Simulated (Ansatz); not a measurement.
## Calculated with Ansatz: Rb₂Al, relaxation

input.yaml:

```yaml
crystal:
  lattice:
    - [0.0, 6.325626, 0.0]
    - [7.801234, -3.162813, 0.0]
    - [3.377784, 0.0, -7.21079]
  atoms:
    - { symbol: Al, position: [0.818, 0.636, 0.631] }
    - { symbol: Al, position: [0.182, 0.364, 0.369] }
    - { symbol: Rb, position: [0.145, 0.29, 0.895] }
    - { symbol: Rb, position: [0.855, 0.71, 0.105] }
    - { symbol: Rb, position: [0.524, 0.048, 0.743] }
    - { symbol: Rb, position: [0.476, 0.952, 0.257] }
  symmetry: { tolerance: 0.0003 }
kpoints:
  mp_grid: { grid: [4, 4, 4], shift: [0, 0, 0] }
magnetization:
  spin_polarized: false
scf:
  occupations: { method: fermi_dirac, width: 0.0175 }
  lower_state_search: "off"
hamiltonian:
  pseudopotentials: { kind: paw }
  xc: r2scan
basis:
  ecutwfc: 500
  fft_grid_basis: typed
relax:
  max_steps: 60
  cell: { p_target: 5.0 }
  f_tol: 0.03
output:
  forces: true
  stress: true
  eigenvalues: true
  bader: true
  populations: true
  elf: true
  write_potential: true
  volumetric_format: npy
  dos:
    e_range: [-12, 8]
    de: 0.05
    projected: { site_lists: { Al: [Al], Rb: [Rb] } }
checkpoint:
  read: saved_state
```

Run with:

```bash
ansatz run input.yaml --threads 2 --pin off --max-ram 3584MiB --backend cpu --events-out ev --progress --plain --runs-dir out
```

Origin of the cell: a known structure type with other elements, at an estimated volume, so it need not be a known compound.

The saved state is a converged single point of the same cell.

Steps («new basis» is an SCF on plane waves selected anew at the same cell):

```json
{"step": "1", "ΔH (meV/atom)": "0.0", "max force component (eV/Å)": "0.687", "P (GPa)": "-0.73", "volume (Å³)": "355.84", "SCF iterations": "7", "step was": "accepted"}
{"step": "2", "ΔH (meV/atom)": "-275.9", "max force component (eV/Å)": "0.545", "P (GPa)": "-0.32", "volume (Å³)": "316.52", "SCF iterations": "7", "step was": "accepted"}
{"step": "3", "ΔH (meV/atom)": "-495.2", "max force component (eV/Å)": "0.388", "P (GPa)": "0.52", "volume (Å³)": "280.31", "SCF iterations": "9", "step was": "accepted"}
{"step": "4", "ΔH (meV/atom)": "-639.0", "max force component (eV/Å)": "0.243", "P (GPa)": "1.65", "volume (Å³)": "251.31", "SCF iterations": "8", "step was": "accepted"}
{"step": "5", "ΔH (meV/atom)": "-732.3", "max force component (eV/Å)": "0.203", "P (GPa)": "2.99", "volume (Å³)": "228.21", "SCF iterations": "7", "step was": "accepted"}
{"step": "6", "ΔH (meV/atom)": "-792.8", "max force component (eV/Å)": "0.234", "P (GPa)": "4.08", "volume (Å³)": "211.69", "SCF iterations": "6", "step was": "accepted"}
{"step": "7", "ΔH (meV/atom)": "-836.0", "max force component (eV/Å)": "0.179", "P (GPa)": "4.90", "volume (Å³)": "198.96", "SCF iterations": "8", "step was": "accepted"}
{"step": "8", "ΔH (meV/atom)": "-854.0", "max force component (eV/Å)": "0.436", "P (GPa)": "5.93", "volume (Å³)": "189.99", "SCF iterations": "7", "step was": "accepted"}
{"step": "9", "ΔH (meV/atom)": "-882.6", "max force component (eV/Å)": "0.523", "P (GPa)": "6.30", "volume (Å³)": "191.09", "SCF iterations": "7", "step was": "accepted"}
{"step": "10", "ΔH (meV/atom)": "-913.0", "max force component (eV/Å)": "0.385", "P (GPa)": "6.63", "volume (Å³)": "193.49", "SCF iterations": "6", "step was": "accepted"}
{"step": "11", "ΔH (meV/atom)": "-979.0", "max force component (eV/Å)": "0.297", "P (GPa)": "4.75", "volume (Å³)": "208.84", "SCF iterations": "7", "step was": "accepted"}
{"step": "12", "ΔH (meV/atom)": "-1006.6", "max force component (eV/Å)": "0.454", "P (GPa)": "4.83", "volume (Å³)": "210.83", "SCF iterations": "7", "step was": "accepted"}
{"step": "13", "ΔH (meV/atom)": "-1018.6", "max force component (eV/Å)": "0.095", "P (GPa)": "5.15", "volume (Å³)": "204.18", "SCF iterations": "7", "step was": "accepted"}
{"step": "14", "ΔH (meV/atom)": "-1018.2", "max force component (eV/Å)": "0.250", "P (GPa)": "4.73", "volume (Å³)": "207.36", "SCF iterations": "5", "step was": "rejected"}
{"step": "15", "ΔH (meV/atom)": "-1020.0", "max force component (eV/Å)": "0.036", "P (GPa)": "5.04", "volume (Å³)": "205.34", "SCF iterations": "9", "step was": "accepted"}
{"step": "16", "ΔH (meV/atom)": "-1020.8", "max force component (eV/Å)": "0.015", "P (GPa)": "4.99", "volume (Å³)": "205.55", "SCF iterations": "6", "step was": "accepted"}
{"step": "17", "ΔH (meV/atom)": "-1019.6", "max force component (eV/Å)": "0.015", "P (GPa)": "4.99", "volume (Å³)": "205.55", "SCF iterations": "6", "step was": "new basis"}
```

Before:

Space group C2/m (No. 12); the run's cell has a = 6.326 Å, b = 8.418 Å, c = 7.963 Å, α = 66.85°, β = 90.00°, γ = 112.07°. Shortest distances: .

After:

Space group C2/m (No. 12); the run's cell has a = 6.064 Å, b = 6.704 Å, c = 7.135 Å, α = 57.21°, β = 90.00°, γ = 116.89°. Shortest distances: Al–Al 2.42 Å, Rb–Rb 3.40 Å, Al–Rb 3.54 Å.

```
CELL_PARAMETERS angstrom
0.00000 6.06433 0.00000
5.90742 -3.03217 -0.92008
3.40824 0.00000 -6.26853
ATOMIC_POSITIONS crystal
Al 0.87282 0.74563 0.62148
Al 0.12718 0.25437 0.37852
Rb 0.18125 0.36250 0.82544
Rb 0.81875 0.63750 0.17456
Rb 0.50193 0.00387 0.75963
Rb 0.49807 0.99613 0.24037
```

* Enthalpy lowered by: 1019.6 meV/atom
* Volume change: -42.23 %
* Final pressure: 4.99 GPa
* Relaxation steps listed: 17

Caveats: the k mesh is coarse if the cell is a metal; the relaxation held the start's symmetry, so the end may be a saddle point.

It ran for 14 min on 2 threads of Arm Neoverse N1 (shared host), peak memory 1.6 GiB, from a saved density.
